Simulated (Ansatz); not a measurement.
BiF3-type GdBr₃

Computed with Ansatz (plane waves, PAW, 420 eV cutoff): PBEsol, scalar-relativistic, collinear spin, Γ-centred 8×8×8 mesh, 0.05 eV Gaussian smearing; PAW files: Ansatz's generated set soft_2.

```yaml
crystal:
  lattice:
    - [0.00000, 3.64854, 3.64854]
    - [3.64854, 0.00000, 3.64854]
    - [3.64854, 3.64854, 0.00000]
  atoms:
    - { symbol: Gd, position: [0.00000, 0.00000, 0.00000] }
    - { symbol: Br, position: [0.50000, 0.50000, 0.50000] }
    - { symbol: Br, position: [0.25000, 0.25000, 0.25000] }
    - { symbol: Br, position: [0.75000, 0.75000, 0.75000] }
```

The start was a prototype's sites filled with these elements. The Crystallography Open Database lists the compound in space group C2/m, so this is a trial structure.

Magnetic state: ferromagnetic, site spin moments Gd 6.87 μB.

Elastic constants come from the stress of slightly strained cells with relaxed atoms, in GPa, Voigt order xx, yy, zz, yz, xz, xy in the Cartesian frame of the vectors above.

**Question.** Give the elastic tensor.

**Answer.** 
```
54.2 57.1 57.1  0.0  0.0  0.0
57.1 54.2 57.1  0.0  0.0  0.0
57.1 57.1 54.2  0.0  0.0  0.0
 0.0  0.0  0.0 26.1  0.0  0.0
 0.0  0.0  0.0  0.0 26.1  0.0
 0.0  0.0  0.0  0.0  0.0 26.1
```

**Question.** Is the crystal mechanically stable, and what are its polycrystalline moduli?

**Answer.** Unstable: the tensor has an eigenvalue of -2.9 GPa, so some strain lowers the energy and averaged moduli mean nothing. This holds for the static lattice at 0 K; thermal motion can hold such a phase at higher temperature.

No spin–orbit coupling, a notable omission for heavy elements. Site moments are of spin, integrated over atomic spheres. No antiparallel order was tried.
